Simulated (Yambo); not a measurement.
G0W0@LDA for CdS (wurtzite, space group P6_3mc, No. 186) in Yambo. Reference settings: 3×3×2 Γ-centred k mesh, bands 9 to 195 and a 8 Ry block in the screening, 195 bands in G with the Bruneval-Gonze terminator, plasmon pole fitted at 27.2 eV. The LDA gap Γ → Γ on this mesh is 1.03 eV; G0W0 gaps are taken between the same points.

```csv
change from the reference,G0W0 gap Γ → Γ (eV),shift of the valence edge (eV)
reference settings,2.31,-0.79
7 Ry block,2.30,-0.75
127 bands in G,2.31,-0.79
"127 bands in G, no terminator",2.21,-0.55
"76 bands in W, 76 bands in G",?,-0.58
"127 bands in W, 127 bands in G",2.32,-0.71
3 Ry block,?,-0.50
no random integration,2.28,-0.62
```

Estimate the withheld gaps from the other rows; the computed values follow.


- 76 bands in W, 76 bands in G, G0W0 gap Γ → Γ (eV): 2.39
- 3 Ry block, G0W0 gap Γ → Γ (eV): 2.13

The reference isn't shown to be the converged limit.

Spin-orbit coupling is not included.

Geometry relaxed with LDA; primitive cell a = 4.077 Å, b = 4.077 Å, c = 6.633 Å, α = 90.00°, β = 90.00°, γ = 120.00°.

A shift is the quasiparticle energy of the state minus its LDA energy.
